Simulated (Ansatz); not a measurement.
Polymorphs of Ge, each relaxed with r²SCAN+D4 (plane waves, PAW; program Ansatz):

A: diamond (Fd-3m)
a = b = c = 5.656 Å, α = β = γ = 90.00°

```json
[
 {"atom": "Ge", "site": "8a", "symmetry": "-43m", "x": "0.0000", "y": "0.0000", "z": "0.0000"}
]
```

B: P6_3/mmc
a = b = 3.9903 Å, c = 13.1027 Å, α = β = 90.00°, γ = 120.00°

| atom | site | symmetry | x | y | z |
|---|---|---|---|---|---|
| Ge | 4e | 3m. | 0.0000 | 0.0000 | 0.0932 |
| Ge | 4f | 3m. | 0.3333 | 0.6667 | 0.1559 |

### Question
Put the candidates in order of energy per atom at 0 K, lowest first, for r²SCAN+D4.

### Answer
A (+0 meV/atom), B (+8 meV/atom)

### Question
Give each one's gap.

### Answer
A 0.46 eV; B 0.30 eV.

Not the usual ambient phase: B. All cells were relaxed under the symmetry of their starts (and spin orders); stability against distortions was not tested throughout. Spin–orbit coupling is left out wherever it is not named.

Energies hold the estimated change up to a 700 eV cutoff; steps of a few meV lie near the error of the meshes.

Potentials: the later of the program's two PAW sets.
